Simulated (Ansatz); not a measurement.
A geometry of Br away from equilibrium: the start of the relaxation of a randomly generated symmetric cell of Br (space group No. 15). Calculation: r2SCAN (plane waves to 500 eV, PAW, scalar-relativistic; Ansatz, a program for electronic structure). Γ-centred k-mesh 6×6×4 on the run's cell (coarser than for final values), Fermi–Dirac smearing 0.05 eV.

```xyz
4
Lattice="3.2694 -2.6709 0.0000 3.2694 2.6709 0.0000 -1.1321 0.0000 6.6026" Properties=species:S:1:pos:R:3:forces:R:3 pbc="T T T" free_energy=-11169.716 pressure_GPa=16.7
Br     2.9864    -1.1147     1.6507    0.0000    4.5620    0.0000
Br     2.4204     1.1147     4.9520    0.0000   -4.5620    0.0000
Br     0.0000     0.0000     0.0000    0.0000    0.0000    0.0000
Br    -0.5660     0.0000     3.3013    0.0000    0.0000    0.0000
```

Positions in Å, forces in eV/Å, free energy of the cell in eV (comparable only within this code, potentials and settings). Largest force: 4.56 eV/Å, on Br1, Br2 (atoms numbered as listed); the geometry lies 0.46 eV/atom above the end of its relaxation.

No spin polarisation in the result. No dispersion correction is included, so spacings between layers, chains or molecules are soft and tend to come out too large.

The run could not lose the symmetry of its start, so the end can be a saddle point.

The end of the path is a generated cell of Br: the first start was made by a random draw of sites in a space group, and the end was not matched to a known phase here, so it may be hypothetical. Known forms of Br include space group No. 64.
